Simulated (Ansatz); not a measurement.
SiO$_{2}$:
```yaml
crystal:
  lattice:
    - [-4.38671, 4.38671, 4.38671]
    - [4.38671, -4.38671, 4.38671]
    - [4.38671, 4.38671, -4.38671]
  atoms:
    - { symbol: Si, position: [0.50000, 0.75000, 0.25000] }
    - { symbol: Si, position: [0.25000, 0.50000, 0.75000] }
    - { symbol: Si, position: [0.50000, 0.25000, 0.75000] }
    - { symbol: Si, position: [0.75000, 0.50000, 0.25000] }
    - { symbol: Si, position: [0.75000, 0.25000, 0.50000] }
    - { symbol: Si, position: [0.25000, 0.75000, 0.50000] }
    - { symbol: O, position: [0.68567, 0.39524, 0.00000] }
    - { symbol: O, position: [0.60476, 0.60476, 0.29042] }
    - { symbol: O, position: [0.39524, 0.68567, 0.00000] }
    - { symbol: O, position: [0.31433, 0.31433, 0.70958] }
    - { symbol: O, position: [0.00000, 0.68567, 0.39524] }
    - { symbol: O, position: [0.29042, 0.60476, 0.60476] }
    - { symbol: O, position: [0.00000, 0.39524, 0.68567] }
    - { symbol: O, position: [0.70958, 0.31433, 0.31433] }
    - { symbol: O, position: [0.39524, 0.00000, 0.68567] }
    - { symbol: O, position: [0.60476, 0.29042, 0.60476] }
    - { symbol: O, position: [0.68567, 0.00000, 0.39524] }
    - { symbol: O, position: [0.31433, 0.70958, 0.31433] }
```

Relaxed with r²SCAN. Special points in fractions of this cell's reciprocal vectors: Γ (0.000, 0.000, 0.000); H (0.500, -0.500, 0.500); N (0.000, 0.000, 0.500); P (0.250, 0.250, 0.250).

Question: List the band energies nearest the valence-band maximum at these points for r²SCAN in the plane-wave PAW code Ansatz.

Answer: In eV from the valence-band maximum; about four levels below and three above (degenerate sets whole), none deeper than 8.9 eV; points with the same levels are listed once.

| k | below | above |
|---|---|---|
| Γ | -0.24 -0.24 -0.24 -0.16 | 6.53 9.89 9.89 9.89 |
| H | -0.61 -0.61 0.00 0.00 0.00 | 8.59 8.66 8.66 |
| N | -0.38 -0.26 -0.22 -0.03 | 7.79 7.96 9.51 |
| P | -0.54 -0.54 -0.54 -0.30 -0.30 -0.05 | 8.43 8.45 8.45 8.45 |

Space group I-43m. The workflow started from a Materials Project entry (that database holds measured and hypothetical structures alike); the Crystallography Open Database copy checked does not list it. It is not the phase usual at ambient conditions (space group No. 92, 152, 154). The cell was relaxed with r²SCAN under the symmetry of its start; whether a distortion lowers the energy is not shown.

Potentials: the earlier of the program's two PAW sets. The files were generated under PBE; for other functionals the program regenerates the frozen cores, and for LDA and PBEsol the local potential too.
